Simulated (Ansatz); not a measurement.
A comparison from first-principles data. Bulk modulus and its pressure derivative give the pressure that a small compression needs; a soft, simple solid makes a sensitive pressure gauge, a stiff one a good anvil or seat.

The yardstick is MgO. Hydrostatic compression by 3 % of the volume (V₀/V = 1.0309), no change of phase.

Levels of theory (Ansatz, a plane-wave PAW program): B₀, B₀′: r²SCAN, Birch–Murnaghan fit of energy against volume; volume per atom: r²SCAN, relaxed cell.

Runs started from generated or typed cells of the structure named: MgO. Whether these are the forms stable at ambient conditions was not checked: MoGe2 (Pnma, oP12); Rh2Ge (Pnma, oP12); Mg2Au (Pnma, oP12). No claim is made that these are known or stable phases: Rh2Si (Pnma, oP12); CoGe (P2₁3, cP8); Hf5Si3 (P6₃/mcm, hP16). Over 15 meV/atom above the lowest phase of their formula at hand: CoGe (P2₁3, cP8) (28 meV/atom, r²SCAN). Magnetic states: Co2Si ferromagnetic, the lowest of the collinear orders tried. Functionals of the SCAN family are commonly reported to give itinerant 3d magnets too large moments and volumes. Run without spin polarisation: Ni2Si, CoGe (P2₁3, cP8). Spin–orbit coupling is left out unless named.

The figures follow from the printed values by these rules: linear estimate = B₀ × compression; P = (B₀/B₀′)[(V₀/V)^B₀′ − 1]; modulus under load = B₀ + B₀′P; relative pressure = P/P_ref.

```csv
crystal,B₀ (GPa),B₀′,V (Å³/atom),linear estimate (GPa),Murnaghan pressure (GPa),modulus there (GPa),pressure (relative)
Ni2Si (Pnma),207,5.4,10.66,6.2,6.847,244,1.26
"Rh2Si (Pnma, oP12)",231,5.7,13.13,6.9,7.676,275,2.4
Co2Si (Pnma),229,4.9,10.44,6.9,7.515,266,1.39
"MgO (rock salt), reference",167,4.1,9.29,5.0,5.413,189,1.00
"CoGe (P2₁3, cP8)",168,6.7,12.01,5.0,5.671,206,1.05
"MoGe2 (Pnma, oP12)",171,4.6,15.70,5.1,5.586,197,1.03
"Rh2Ge (Pnma, oP12)",216,5.4,13.91,6.5,7.144,255,1.32
"Hf5Si3 (P6₃/mcm, hP16)",147,4.0,18.34,4.4,4.757,166,0.88
"Mg2Au (Pnma, oP12)",58.0,7.4,18.88,1.7,1.980,72.7,0.37
```

Question: One entry in the column «pressure (relative)» was worked out wrongly. Which, and what should it be?

Answer: The row of Rh2Si (Pnma, oP12) shows 2.4. From its own inputs, relative pressure: 7.676/5.413 = 1.42. The other rows agree with the rules.

With the correction: By relative pressure (highest first): Rh2Si (Pnma, oP12) (1.42 ± 0.071) ≈ Co2Si (1.39 ± 0.070) ≈ Rh2Ge (Pnma, oP12) (1.32 ± 0.067) ≈ Ni2Si (1.26 ± 0.064), CoGe (P2₁3, cP8) (1.05 ± 0.053) ≈ MoGe2 (Pnma, oP12) (1.03 ± 0.052) ≈ MgO (1.00 ± 0.050), Hf5Si3 (P6₃/mcm, hP16) (0.88 ± 0.044), Mg2Au (Pnma, oP12) (0.37 ± 0.018). The ± follows from allowances picked for this note (B₀ 5 %, B₀′ 0.4), carried to first order and added in quadrature, each row's own inputs moving alone; ≈ joins neighbours closer than their two ± added in quadrature.

B₀′ is the least certain number of such a fit, often by half a unit. Where several phases of a formula are at hand, those over 0.1 eV/atom above the lowest were not drawn (by r²SCAN where it compared them, else by the largest value; a layered or molecular lowest phase counts only with a dispersion term); other phases could lie lower still. Rows are perfect crystals in the structures named, stable or not; films, defects and interfaces will differ. Rows were sampled with a lean to familiar crystals, related or not, whatever their agreement with measurement; tables with many equal figures were not kept. Limits of the draw: no layered crystals, B₀′ of 2 to 8; no unfamiliar magnets, and cubic perovskites only if shown or known to be stable. As a rule kept out of such tables: 4f compounds, open-shell compounds run without a Hubbard term, cells found unstable in the tests at hand, cells close to a higher symmetry, and runs set to a pressure or over 12 % in volume from the crystal's fullest run.
